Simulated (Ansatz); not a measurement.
BP: an elastic constant from a strain scan

Computed with DFT r2SCAN, scalar-relativistic, plane waves, PAW in Ansatz. The runs took a 500 eV cutoff, a Γ-centred 10×10×10 mesh and Gaussian smearing (0.05 eV). No spin polarisation. Energies are free energies at this smearing, counted from the undisturbed cell; pressure is positive in compression.

Reference structure (as given, not relaxed at this level; it stands at -0.2 GPa):

```xyz
2
Lattice="0.0000 2.2690 2.2690 2.2690 0.0000 2.2690 2.2690 2.2690 0.0000" Properties=species:S:1:pos:R:3 pbc="T T T"
B     0.0000    0.0000    0.0000
P     3.4035    3.4035    3.4035
```

The cell is strained by ε times the Voigt pattern (0, 0, 0, 0, 1, 0) (xx, yy, zz, yz, xz, xy; engineering shear) with fractional coordinates fixed. The cell holds 2 atoms in V0 = 23.36 Å³. The stress column is τ = (1/V0) dE/dε, got from the stress tensor σ (compression positive) at each point as −det(1 + εP) σ : P(1 + εP)⁻¹, with P the pattern as a tensor.

| ε | ΔE (meV/atom) | τ (GPa) |
| --- | --- | --- |
| -0.0175 | 2.384 | -3.738 |
| -0.0150 | 1.751 | -3.203 |
| -0.0125 | 1.216 | -2.669 |
| -0.0100 | 0.778 | -2.135 |
| -0.0075 | 0.437 | -1.601 |
| -0.0050 | 0.194 | -1.067 |
| -0.0025 | 0.048 | -0.534 |
| 0.0000 | 0.000 | 0.000 |
| 0.0025 | 0.048 | 0.534 |
| 0.0050 | 0.194 | 1.067 |
| 0.0075 | 0.437 | 1.601 |
| 0.0100 | 0.778 | 2.135 |
| 0.0125 | 1.216 | 2.669 |
| 0.0150 | 1.751 | 3.203 |
| 0.0175 | 2.384 | 3.738 |
| 0.0200 | ? | ? |

Problem. Which combination of elastic constants does this scan measure, and how large is it?

Solution. For small ε, τ = τ0 + Kε with K = pᵀCp, which for this pattern is C44 in the cubic axes. The parabola through τ at ε = -0.0025, 0 and 0.0025 has slope K = 213 GPa at zero. The energies per cell, E = NΔE, of the wider pair ε = ±0.0175 give K = 2[E(ε₊)/ε₊ − E(ε₋)/ε₋]/[(ε₊ − ε₋)V0] = 214 GPa, in agreement. These are clamped-ion values.

Problem. Predict the withheld row at ε = 0.0200 from the harmonic law, and compare.

Solution. ΔE = V0(τ0 ε + Kε²/2)/N = 3.113 meV/atom and τ = 4.27 GPa. The calculation gives 3.113 meV/atom and 4.27 GPa, a miss of 0.01 meV/atom at most, so the harmonic law still holds here.

Forces appear on the atoms along this scan, and letting them relax would lower the energy and soften the response.